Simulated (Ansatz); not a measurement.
The relaxed structure here is a generated cell of VSi2: the first start was made by placing the elements on the sites of a structure type, and the end was not matched to a known phase here, so it may be hypothetical.

A relaxed structure of VSi₂. Space group Fm-3m (No. 225), AFLOW prototype AB2_cF12_225_a_c (C1, as in CaF2). All values below come from r2SCAN (plane waves to 500 eV, PAW, scalar-relativistic; Ansatz, a first-principles code).

```cif
data_Si2V
_chemical_formula_sum 'V1 Si2'
_space_group_name_H-M_alt 'P 1'
_space_group_IT_number 1
_cell_length_a 4.07265
_cell_length_b 4.07265
_cell_length_c 4.07265
_cell_angle_alpha 60.000
_cell_angle_beta 60.000
_cell_angle_gamma 60.000
loop_
_space_group_symop_operation_xyz
  'x, y, z'
loop_
_atom_site_label
_atom_site_type_symbol
_atom_site_fract_x
_atom_site_fract_y
_atom_site_fract_z
_atom_site_occupancy
V1 V 0.00000 0.00000 0.00000 1
Si1 Si 0.25000 0.25000 0.25000 1
Si2 Si 0.75000 0.75000 0.75000 1
```

Question: Predict the magnetic moment from r2SCAN.

Answer: Net 0.72 μB/atom, ferromagnetic.

Spin state reached: ferromagnetic (net 0.72 μB/atom), from parallel starting moments; other spin orders were not run from this start.

The run could not lose the symmetry of its start: the end is stationary, and may be a saddle point rather than a minimum.

All atoms sit on sites fixed by symmetry, so only the cell could relax.
